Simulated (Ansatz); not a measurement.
The relaxed structure here is a generated cell of LiScF4: the first start was made by placing the elements on the sites of a structure type, and the end was not matched to a known phase here, so it may be hypothetical.

One stationary structure of LiScF$_{4}$. All values below come from r2SCAN (plane waves to 500 eV, PAW, scalar-relativistic; Ansatz, a first-principles code).

```cif
data_F8Li2Sc2
_chemical_formula_sum 'F8 Sc2 Li2'
_space_group_name_H-M_alt 'P 1'
_space_group_IT_number 1
_cell_length_a 5.61753
_cell_length_b 5.61753
_cell_length_c 5.61753
_cell_angle_alpha 109.317
_cell_angle_beta 109.317
_cell_angle_gamma 109.779
loop_
_space_group_symop_operation_xyz
  'x, y, z'
loop_
_atom_site_label
_atom_site_type_symbol
_atom_site_fract_x
_atom_site_fract_y
_atom_site_fract_z
_atom_site_occupancy
F1 F 0.14188 0.45046 0.69142 1
F2 F 0.60812 0.79954 0.80858 1
F3 F 0.99097 0.79954 0.19142 1
F4 F 0.75903 0.45046 0.30858 1
F5 F 0.54954 0.85812 0.30858 1
F6 F 0.20046 0.00903 0.80858 1
F7 F 0.20046 0.39188 0.19142 1
F8 F 0.54954 0.24097 0.69142 1
Sc1 Sc 0.50000 0.50000 0.00000 1
Sc2 Sc 0.25000 0.75000 0.50000 1
Li1 Li 0.75000 0.25000 0.50000 1
Li2 Li 0.00000 0.00000 0.00000 1
```

Task: Find the space group and the Wyckoff positions (tolerance 0.01 Å).

Result: Space group I4₁/amd, origin choice 1 (No. 141); a = 6.499 Å, b = 6.499 Å, c = 6.462 Å, α = 90.00°, β = 90.00°, γ = 90.00°

```
atom  site  symmetry       x       y       z
----  ----  --------  ------  ------  ------
F      16h       .m.  0.1914  0.0000  0.2005
Sc      4b      -4m2  0.0000  0.0000  0.5000
Li      4a      -4m2  0.0000  0.0000  0.0000
```

Task: Give the shortest distances between elements (the closest pairs, up to four, under 3.6 Å).

Result: F–Li 1.80 Å; F–Sc 2.03 Å; F–F 2.38 Å; Li–Sc 3.23 Å.

| Property | Result |
|---|---|
| Volume per atom | 11.37 Å³ |
| Density | 3.11 g/cm³ |
| Band gap | 7.23 eV, direct at Γ (no spin-orbit coupling) |

No spin polarisation in the result.

The run could not lose the symmetry of its start, so the end can be a saddle point.
